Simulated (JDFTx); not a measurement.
Reference run:

System: Ir(110) (Fm-3m bulk; lattice of mp-101, not re-optimised at this level), 1x1 cell of 5 atoms in 5 planes, area 10.50 Å² a face, 5.5 Å between the outermost planes in a cell 21.5 Å high; k mesh 6×8×1, Fermi width 0.01 Ha, no spin polarisation.

The reference is PBE, GBRV ultrasoft potentials, plane waves to 20/100 Ha; code: a modified build of JDFTx. Unrelaxed; liquid: CANDLE, water, 1 M NaF. Potentials are on the SHE scale by the convention U = −μ/e − 4.44 V; references calibrated for a solvation model differ from this value.

```csv
density cutoff alone,work function (eV),U_pzc (V),mean C above U_pzc (μF/cm²),k states × plane waves,"cycles, vacuum run","rough core time, vacuum run"
80 Ha,5.04,0.29,14 over 0.5 V,20 × 6506,21,4 min
100 Ha,5.04,0.29,14 over 0.5 V,20 × 6506,21,5 min
130 Ha,5.04,0.29,14 over 0.5 V,20 × 6506,21,6 min
200 Ha,5.04,0.29,14 over 0.5 V,20 × 6506,22,5 min
```

The work function stays within 0.01 eV over all these settings; capacitances repeat to about ±0.2 μF/cm². Core times come from shared machines and are rough, one run each.
